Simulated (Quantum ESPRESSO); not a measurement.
# LiH: magnetic shieldings

```yaml
crystal:
  lattice:
    - [0.00000, 2.00862, 2.00862]
    - [2.00862, 0.00000, 2.00862]
    - [2.00862, 2.00862, 0.00000]
  atoms:
    - { symbol: Li, position: [0.00000, 0.00000, 0.00000] }
    - { symbol: H, position: [0.50000, 0.50000, 0.50000] }
```
The geometry is a computed Materials Project entry, not a measured one. It is LiH in Fm-3m. Stability against distortions was not tested.

Shieldings are absolute and leave out the bulk-susceptibility term; a larger σ means a smaller chemical shift. By our sweeps, such settings leave a few ppm in absolute σ.

Shieldings of H and of elements past Ba are not listed.

What do the calculations give at each independent site (shieldings by PBE GIPAW on JTH datasets (Quantum ESPRESSO, modified build), 30 Ha, k-mesh 11×11×11 shifted, f-sum rule met within 0.014 %)?


```
site         site symmetry  σ_iso (ppm)
-----------  -------------  -----------
Li (atom 1)           m-3m           85
H (atom 2)            m-3m            –
```
